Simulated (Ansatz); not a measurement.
CsB$_{3}$N$_{3}$ in space group P6_3/mcm (No. 193; N on 6g, B on 6g, Cs on 2b), plane-wave PAW r²SCAN+D4 (Ansatz code), all energies at zero smearing, with the estimated change up to a 700 eV cutoff added, with one set of potentials and settings (totals compare only within such a set). Cell of 14 atoms (6 N, 6 B, 2 Cs): -14636.161 eV.

```csv
element,reference phase,E (eV/atom)
N,"Pa-3, 8 atoms in the cell",-384.8553
B,"R-3m, 12 atoms in the cell",-156.6448
Cs,"Im-3m, 1 atoms in the cell",-5685.9439
```

Formation energy per atom, worked out: (-14636.161 − 6×(-384.8553) − 6×(-156.6448) − 2×(-5685.9439))/14 = -1.091 eV/atom (-105 kJ per mol of atoms), at 0 K, without zero-point energy or fitted corrections.

A made-up cell: these elements were put on the sites of a structure type; neither database checked (COD, Materials Project) lists it. Its standing as an ambient phase is unchecked. The r²SCAN+D4 relaxation kept the symmetry of its start; its stability against distortions is not shown here. The references are the lowest solids computed at this level, not always the standard phases (solids in place of the gases). Scalar-relativistic: spin–orbit coupling is off unless named, which matters more the heavier the elements.

Potentials: the later of the program's two PAW sets.
